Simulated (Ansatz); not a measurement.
Cell and atoms are relaxed with the symmetry kept. Start:

```
Cs As Ir
1.0
    -2.03262    2.03262    7.44797
     2.03262   -2.03262    7.44797
     2.03262    2.03262   -7.44797
Cs As Ir
1 2 2
Direct
  0.00000 0.00000 0.00000
  0.34355 0.34355 0.00000
  0.65645 0.65645 0.00000
  0.75000 0.25000 0.50000
  0.25000 0.75000 0.50000
```

These are results of DFT PBEsol, scalar-relativistic, plane waves, PAW (Ansatz 0.2.0), not measurements.

Settings: cutoff 420 eV, Γ-centred mesh 12×12×12 on the computed 5-atom cell, Gaussian smearing of 0.10 eV; no spin polarisation.

Question: What does it relax to?

Answer: The volume goes down by 1.35 Å³/atom to 23.27 Å³/atom, and the energy falls by 14.2 meV/atom. Final structure:
```
Cs As Ir
1.0
    -2.00372    2.00372    7.24514
     2.00372   -2.00372    7.24514
     2.00372    2.00372   -7.24514
Cs As Ir
1 2 2
Direct
  0.00000 0.00000 0.00000
  0.34594 0.34594 0.00000
  0.65406 0.65406 0.00000
  0.75000 0.25000 0.50000
  0.25000 0.75000 0.50000
```

Spin–orbit coupling is left out, which can shift energies with elements as heavy as these.

Cost: 1 run of about 9.8 core-minutes, on Arm Neoverse N1 (shared hosts).